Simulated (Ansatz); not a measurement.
A geometry of Pt away from equilibrium: step 3 of the relaxation of a relaxed Pt cell displaced along its unstable phonon at q = (½, ½, 0) of its primitive reciprocal cell (27i cm⁻¹), largest move 0.15 Å. Computed with PBE (plane waves to 420 eV, PAW, scalar-relativistic; Ansatz, an electronic-structure program). Γ-centred k-mesh 10×10×10 on the run's cell (coarser than for final values), Fermi–Dirac smearing 0.05 eV. The plane waves were selected for a different cell earlier on the path.

```
CELL_PARAMETERS angstrom
      0.00065     5.60026     5.60649
      2.80046     2.80046     5.60649
      2.80046     2.80046     0.00000
ATOMIC_POSITIONS crystal
  Pt 0.06797 0.18206 0.31829
  Pt 0.43203 0.31800 0.18165
  Pt 0.93203 0.06794 0.06835
  Pt 0.56797 0.93200 0.93171
```

Give the Cartesian forces on all atoms (eV/Å).


```csv
atom,Fx,Fy,Fz
Pt1,0.00,0.70,0.00
Pt2,0.00,-0.70,0.00
Pt3,0.70,0.00,0.00
Pt4,-0.70,0.00,0.00
```

The path ends in I4/mmm (No. 139) (AFLOW prototype A_tI2_139_a (A_a)). No spin polarisation in the result.

The run could not lose the symmetry of its start, so the end can be a saddle point.

The end of the path is a generated cell of Pt: the first start was made by placing the elements on the sites of a structure type, and the end was not matched to a known phase here, so it may be hypothetical. Known forms of Pt include space group No. 225.
